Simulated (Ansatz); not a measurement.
AlCo:
```
AlCo
1.0
    2.85198     0.00000     0.00000
    0.00000     2.85198     0.00000
    0.00000     0.00000     2.85198
Al Co
1 1
Direct
  0.00000   0.00000   0.00000
  0.50000   0.50000   0.50000
```

Relaxed with PBE. Special points in fractions of this cell's reciprocal vectors: Γ (0.000, 0.000, 0.000); X (0.000, 0.500, 0.000); M (0.500, 0.500, 0.000); R (0.500, 0.500, 0.500).

**Question.** List the band energies nearest the Fermi level at these points for PBE in the plane-wave PAW code Ansatz.

**Answer.** In eV from the Fermi level; about four levels below and three above (degenerate sets whole), none deeper than 8.9 eV; points with the same levels are listed once.

| k | below | above |
|---|---|---|
| Γ | -2.98 -2.98 -0.85 -0.85 -0.85 | 5.91 5.91 5.91 |
| X | -2.39 -1.73 -1.73 -0.74 | 0.17 8.31 10.49 10.49 |
| M | -2.72 -2.72 -1.52 -1.52 -0.25 | 2.38 3.44 12.68 |
| R | -3.96 -3.96 -3.96 -0.21 -0.21 | 2.32 2.32 2.32 |

Space group Pm-3m (CsCl type). The PBE relaxation kept the symmetry of its start. The run is not spin-polarised.

Potentials: the later of the program's two PAW sets.
